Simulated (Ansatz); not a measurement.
A relaxed cell of Mg7O is given with its symmetry left out. The cell was found from a structure generator's guess, not taken from experiment.

Method: DFT PBE, scalar-relativistic, plane waves, PAW (Ansatz 0.2.0). Cutoff 420 eV, Γ-centred mesh, Gaussian smearing, no spin polarisation.

```cif
data_structure
_symmetry_space_group_name_H-M 'P 1'
_symmetry_Int_Tables_number 1
_cell_length_a 5.8159
_cell_length_b 5.8159
_cell_length_c 5.7883
_cell_angle_alpha 90.000
_cell_angle_beta 90.000
_cell_angle_gamma 120.000
_cell_volume 169.56
loop_
_atom_site_label
_atom_site_type_symbol
_atom_site_fract_x
_atom_site_fract_y
_atom_site_fract_z
_atom_site_occupancy
Mg1 Mg 0.50000 0.00000 0.75158 1
Mg2 Mg 0.00000 0.50000 0.75158 1
Mg3 Mg 0.50000 0.50000 0.75158 1
Mg4 Mg 0.00000 0.50000 0.24842 1
Mg5 Mg 0.50000 0.00000 0.24842 1
Mg6 Mg 0.50000 0.50000 0.24842 1
Mg7 Mg 0.00000 0.00000 0.50000 1
O1 O 0.00000 0.00000 0.00000 1
```

Energies over the elements count from the elements' standard structures at the same level (O₂ as a molecule), with no fitted energy shifts.

(1) What space group does it have?

(2) How far does it lie from the elements in energy?

(3) Is it a metal?

Answers

(1) P6/mmm (No. 191). Conventional cell: a = 5.816 Å, c = 5.788 Å. Mg on a site of symmetry 2mm has 6 Mg at 2.88–2.91 Å, 2 O at 3.24 Å and 2 Mg at 3.25 Å; Mg on a site of symmetry 6/mmm has 2 O at 2.89 Å and 12 Mg at 3.25 Å; O is surrounded by 2 Mg at 2.89 Å and 12 Mg at 3.24 Å.

(2) +0.15 eV/atom. A positive value: parting into the elements would lower its energy.

(3) Yes, bands cross the Fermi level on the 6×6×8 mesh.

The last run used a 6×6×8 mesh (in the run's order of axes) for its 8-atom cell and Gaussian smearing of 0.10 eV. A structure relaxed within its symmetry needn't be a true minimum.
